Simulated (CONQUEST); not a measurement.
A self-consistent single point of Mg2ZnO3 (P-3m1, 12 atoms in the cell; from Materials Project mp-1222123).

```
CELL_PARAMETERS angstrom
      3.03300     0.00000     0.00000
      0.00000     5.25331     0.00000
      0.00000     0.00000     7.40332
ATOMIC_POSITIONS crystal
  Mg 0.00000 0.33333 0.66580
  Mg 0.50000 0.16667 0.33420
  Mg 0.50000 0.83333 0.66580
  Mg 0.00000 0.66667 0.33420
  Zn 0.00000 0.00000 0.00000
  Zn 0.50000 0.50000 0.00000
  O  0.00000 0.33333 0.17262
  O  0.50000 0.16667 0.82738
  O  0.00000 0.00000 0.50000
  O  0.50000 0.83333 0.17262
  O  0.00000 0.66667 0.82738
  O  0.50000 0.50000 0.50000
```

Method: LDA (PW92), numerical atomic orbitals double-zeta with polarisation (the shipped basis), PseudoDojo norm-conserving potentials made for LDA (CONQUEST).

CONQUEST settings:

* **basis**: DZP
* **Diag.MPMeshX, Y, Z**: 5 2 2
* **potentials**: PseudoDojo norm-conserving LDA
* **Grid.GridCutoff**: 175 Ha
* **DM.SolutionMethod**: diagon
* **Diag.kT**: 0.0001 Ha
* **Diag.GammaCentred**: true
* **minE.SCTolerance**: 1.0e-07
* **SC.MaxIters**: 100
* **SC.LinearMixingFactor**: 0.5
* **AtomMove.TypeOfRun**: static

Results:

| Quantity | Result |
|---|---|
| Number of valence electrons | 116 |
| Number of bands | 152 |
| Number of k-points after the program's reduction | 18 |
| Size of the basis | 152 |
| Number of SCF iterations | 9 |
| FFT grid | 36 × 60 × 96 |
| Free energy E − TS | -20529.2957 eV |
| Pressure | -8.55 GPa |
| Largest force (vector length) | 0.288 eV/Å |

Forces (eV/Å):
```
atom      Fx      Fy      Fz
----  ------  ------  ------
Mg1   -0.001   0.000  -0.009
Mg2   -0.001   0.000   0.009
Mg3   -0.001   0.000  -0.009
Mg4   -0.001   0.000   0.009
Zn5    0.000   0.000   0.000
Zn6    0.000   0.000   0.000
O7     0.000  -0.003  -0.288
O8     0.000   0.003   0.288
O9     0.000   0.000   0.000
O10    0.000  -0.003  -0.288
O11    0.000   0.003   0.288
O12    0.000   0.000   0.000
```

Stress (GPa, positive for compression):
```
-8.31   0.00   0.00
 0.00  -8.57   0.01
 0.00   0.01  -8.78
```

For comparison: a first run (DFT, PBEsol, numerical atomic orbitals double-zeta with polarisation (the shipped basis), PseudoDojo norm-conserving potentials made for PBEsol) was changed to give this one (pseudopotentials: PseudoDojo norm-conserving PBEsol → PseudoDojo norm-conserving LDA), and from it to this one the pressure goes from -2.93 to -8.55 GPa.

The program uses no crystal symmetry, so grid and mesh can part values that symmetry would make equal. The atom-centred basis is finite, which shifts total energies, pressures and forces against plane waves. The structure comes from a collection of computed structures, made at another level of theory; the collection holds predicted forms beside known ones.

Cost on one core: about 4 core-minutes (a rough figure).
